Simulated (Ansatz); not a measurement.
CdSe in space group P6_3mc (No. 186; Cd on 2a, Cd on 2b, Se on 2a, Se on 2b), DFT-PBEsol in the program Ansatz with PAW potentials. The conduction-band minimum lies at Γ, with 1 equivalent valley. Second derivatives d²E/dk² of the lowest band at one valley (eV·Å²), along Cartesian directions:

| direction | d²E/dk² |
|---|---|
| [100] | 148.2 |
| [010] | 148.2 |
| [001] | 149.9 |
| [110] | 148.2 |
| [101] | 149.1 |
| [011] | 149.1 |

Question: Find the principal effective masses, the density-of-states mass and the conductivity mass.

Answer: Off-diagonal terms follow from H_xy = H[110] − (H_xx + H_yy)/2, and m*/mₑ = 7.620 eV·Å² over each eigenvalue: 0.051, 0.051, 0.051. One valley's DOS mass (m₁m₂m₃)^(1/3) = 0.051, conductivity mass 3/(Σ 1/mᵢ) = 0.051 mₑ.

Question: What effective density of states Nc follows at 300 K for parabolic valleys?

Answer: Nc = 2.509e19 × 1 × (0.051)^(3/2) ≈ 2.9e17 cm⁻³.

The cell is a constructed one: a structure type filled with these elements. Its sites differ from those of the usual phase in this space group: another stacking or structure type. Symmetry was held in the PBEsol relaxation; its stability against distortions is not shown here. Spin–orbit coupling is left out wherever it is not named.

Potentials: the later of the program's two PAW sets.

Edges and masses are those of Kohn–Sham bands, whose gap is no quasiparticle gap.
